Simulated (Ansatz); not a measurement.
Start of a relaxation of Nb2SiB2:

```xyz
5
Lattice="4.3778 0.0000 0.0000 0.0000 4.3778 0.0000 0.0000 0.0000 3.7824" Properties=species:S:1:pos:R:3 pbc="T T T"
Nb    0.0000    0.0000    0.8905
Nb    0.0000    0.0000    2.8919
Si    2.1889    2.1889    1.8912
B     0.0000    2.1889    1.8912
B     2.1889    0.0000    1.8912
```

These are results of DFT PBE, scalar-relativistic, plane waves, PAW (Ansatz 0.2.0), not measurements. Cutoff 420 eV, Gaussian smearing, Γ-centred meshes. Cell and atoms relax first on a coarse mesh and then on a finer one. In between, the cell is made exact in the group found at 0.06 Å. In metals the finer mesh still leaves noise of several meV/atom or more. The steps can't lower the symmetry of their start. No spin polarisation in the relaxation; trial moments died out in a coarse test.

A guess keeps its type if space group and coordination stay and the shape of the cell changes little (axis ratios within about 15 %, angles within 6°); the volume may change.

Question: Does it keep its structure type, or change into something else?

Answer: It doesn't keep its type. The symmetry stays P4/mmm (No. 123). The volume per atom grows by 16.0 %, from 14.5 to 16.8 Å³. The shortest distance goes from 1.78 Å (Nb–Nb) to 1.95 Å (Si–B). The ratio c/a of the conventional cell changes by a factor of 1.65. Counting neighbours within 15 % of an atom's shortest distance, the start has B 6, Nb 2, Si 4 and the end B 2, Nb 5, Si 4. In detail, at the end around Nb lie 4 B at 2.33 Å, 1 Nb at 2.57 Å, 1 Nb at 2.98 Å and 4 Si at 3.04 Å; around Si lie 4 B at 1.95 Å and 8 Nb at 3.04 Å; B has 2 Si at 1.95 Å and 4 Nb at 2.33 Å.

```cif
data_structure
_symmetry_space_group_name_H-M 'P4/mmm'
_symmetry_Int_Tables_number 123
_cell_length_a 3.8928
_cell_length_b 3.8928
_cell_length_c 5.5477
_cell_angle_alpha 90.000
_cell_angle_beta 90.000
_cell_angle_gamma 90.000
_cell_volume 84.07
loop_
_atom_site_label
_atom_site_type_symbol
_atom_site_symmetry_multiplicity
_atom_site_Wyckoff_symbol
_atom_site_fract_x
_atom_site_fract_y
_atom_site_fract_z
_atom_site_occupancy
Nb1 Nb 2 g 0.00000 0.00000 0.26831 1
Si1 Si 1 d 0.50000 0.50000 0.50000 1
B1 B 2 e 0.00000 0.50000 0.50000 1
```

Formation energies are uncorrected and refer to the elements' standard structures at the same level.

Question: At what energy does it end?

Answer: +0.69 eV/atom. It can't be a ground state, since the elements alone are lower.

The last run used a 10×10×8 mesh (in the run's order of axes) for its 5-atom cell and Gaussian smearing of 0.10 eV. A structure relaxed within its symmetry needn't be a true minimum. Another cell of Nb2SiB2 relaxed alike, in I4/mmm, lies 0.72 eV/atom lower, so this cell isn't the stable form at this level.
